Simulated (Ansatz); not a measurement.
A generated cell, in the space group of a known form (sites not compared), of Ti3Ga: P6₃/mmc (No. 194), hP8; a = b = 5.684 Å, c = 4.620 Å, α = β = 90.00°, γ = 120.00°; Ti 6h (0.341, 0.171, 0.250); Ga 2c (0.333, 0.667, 0.250). Calculation: r2SCAN (plane waves to 500 eV, PAW, scalar-relativistic; Ansatz, a program for electronic structure). Element references, the lowest calculated here: Ti (P6/mmm, not the ambient form), Ga (Cmce).

### Question
What is the computed formation energy of this P6₃/mmc form of Ti3Ga from the elements (r2SCAN)?

### Answer
-0.35 eV/atom.

A lower structure of this composition may exist.

Static energies, no anion corrections, no zero-point energy. Values are rounded to 0.01 eV/atom. Not shown to be the ambient phase of their composition (a lower form may be missing, and a cell relaxed within its start's symmetry can be a saddle point): Ti3Ga (P6₃/mmc). The compounds carry no spin polarisation.
